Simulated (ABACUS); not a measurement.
ABACUS run on GaN (P6_3mc, 4 atoms in the cell; from Materials Project mp-804, lattice scaled a little): self-consistent single point.

Computed with PBE, numerical atomic orbitals TZDP (confined pseudo-atomic orbitals with Gaussian additions; energy shift 0.03 Ry), PseudoDojo 0.5 standard norm-conserving PBE (tails mended) pseudopotentials in ABACUS.

```
GaN
1.0
    3.14588     0.00000     0.00000
   -1.57294     2.72441     0.00000
    0.00000     0.00000     5.12226
Ga N
2 2
Direct
  0.66667   0.33333   0.49908
  0.33333   0.66667   0.99908
  0.66667   0.33333   0.87592
  0.33333   0.66667   0.37592
```

Reference input (self-consistent single point, DFT, PBE, numerical atomic orbitals TZDP (confined pseudo-atomic orbitals with Gaussian additions; energy shift 0.01 Ry), PseudoDojo 0.5 standard norm-conserving PBE (tails mended) pseudopotentials): basis = TZDP numerical atomic orbitals, energy shift 0.01 Ry; KPT = Gamma 8 8 5 0.5 0.5 0.5; basis_type = lcao; ecutwfc = 100 Ry; smearing_method = fixed; potentials = PseudoDojo 0.5 standard norm-conserving PBE (tails mended); symmetry = 1; symmetry_prec = 1e-05; ks_solver = genelpa; scf_nmax = 100; scf_thr = 1.0e-07; mixing_type = pulay. This run's input differs from it in these lines:

```diff
@@ -26,4 +26,4 @@
 NUMERICAL_ORBITAL
-Ga_pbe_8.0au_3s3p4d1f.orb
-N_pbe_4.8au_3s3p2d.orb
+Ga_pbe_6.7au_3s3p4d1f.orb
+N_pbe_4.1au_3s3p2d.orb
```

Output (repeated stretches shortened):

```
 SELF-CONSISTENT
 -------------------------------------------

                  longest orb rcut (Bohr) = 6.7
   longest nonlocal projector rcut (Bohr) = 1.94
                     search radius (Bohr) = 17.3

                          real space grid = [ 40, 40, 64 ]
                                 init_chg = atomic

 LCAO ALGORITHM --------------- ION=   1  ELEC=   1--------------------------------

 Density error is 0.122491703603
 E_KohnSham     -347.0636156067      -4722.0427407328
 E_Fermi        0.6383841858         8.6856624393

 LCAO ALGORITHM --------------- ION=   1  ELEC=   2--------------------------------

   [... lines left out ...]

   [... 6 blocks of this kind left out ...]

 LCAO ALGORITHM --------------- ION=   1  ELEC=   9--------------------------------

 Density error is 1.86099876826e-07
 E_KohnSham     -347.4750744418      -4727.6409253824
 E_Fermi        0.8284689320         11.2718980916

 LCAO ALGORITHM --------------- ION=   1  ELEC=  10--------------------------------

 Density error is 7.66545984733e-09
 E_KohnSham     -347.4750744418      -4727.6409253824
 E_KS(sigma->0) -347.4750744418      -4727.6409253824
 E_entropy(-TS) 0.0000000000         0.0000000000
 E_Fermi        0.8284690312         11.2718994407
 charge density convergence is achieved
 final etot is -4727.6409254 eV
 EFERMI = 11.271899441 eV

 STATE ENERGY(eV) AND OCCUPATIONS    NSPIN == 1
   [... 25 lines left out ...]

 TOTAL-FORCE (eV/Angstrom)
                       Ga1         0.0000000000         0.0000000000         0.0174745581
                       Ga2         0.0000000000         0.0000000000         0.0174745581
                        N1         0.0000000000         0.0000000000        -0.0174745581
                        N2         0.0000000000         0.0000000000        -0.0174745581

 TOTAL-STRESS (KBAR)
       157.8531486886         0.0000289713        -0.0000000000
         0.0000289713       157.8531638963        -0.0000000000
        -0.0000000000         0.0000000000       157.9266267201
 TOTAL-PRESSURE: 157.877646 KBAR

 --------------------------------------------
 !FINAL_ETOT_IS -4727.6409253824340340 eV
 --------------------------------------------
```

The run converged in 10 iterations. Against the reference run the free energy goes up by 33.7 meV/atom and the pressure goes from 15.94 to 15.79 GPa.

The atom-centred basis is finite, which shifts total energies and pressures against plane waves. This run is one point of a test of settings, so its values need not be converged; read them against the reference run alone. The structure comes from a collection of computed structures, made at another level of theory; the collection holds predicted forms beside known ones. Its lattice was then scaled.

Cost on one core: about 25 core-seconds (a rough figure).

The atomic orbitals were generated for these runs; they are not ABACUS's published sets and were checked against plane waves on a few crystals only.

“Tails mended”: in these copies of the files the far tail of each local potential was reset to the Coulomb form.
